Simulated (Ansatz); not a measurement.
SnC3 as one 4-atom ordering (R3m) on the diamond lattice, relaxed with r2SCAN in Ansatz 0.2.0. Space group R3m (No. 160), trigonal; conventional cell a = 3.134 Å, c = 15.514 Å, 11.00 Å³ an atom. C is surrounded by 3 C at 1.89 Å and 1 Sn at 2.16 Å; C is surrounded by 1 C at 1.46 Å and 3 Sn at 2.06 Å; C is surrounded by 4 C at 1.46–1.89 Å; Sn is surrounded by 4 C at 2.06–2.16 Å.

The axes x, y and z are those of this cell:
```
CELL_PARAMETERS angstrom
1.56695 0.90468 5.17135
-1.56695 0.90468 5.17135
0.00000 -1.80936 5.17135
ATOMIC_POSITIONS crystal
C 0.01426 0.01426 0.01426
C 0.47755 0.47755 0.47755
C 0.38333 0.38333 0.38333
Sn 0.87486 0.87486 0.87486
```

Unstrained: The HSE06 gap is direct at Γ: 0.600 eV. Meshes: HSE06 6×6×6. Strains are changes of length per length. After each strain the atoms were relaxed again with r2SCAN within the symmetry that the strain leaves, so tilts or polar shifts that break it weren't tested; points keep the names that they have in the unstrained zone. Note: simulated data, non-magnetic, for a generated structure that need not be the stable one.

**Question.** Apply isotropic +0.31 % on every length. How far does the gap move, against the unstrained cell?

**Answer.** HSE06: the gap goes from 0.600 to 0.535 eV (-0.065 eV).

Spin-orbit coupling is left out, which matters wherever the heavy atoms make up the band edges.
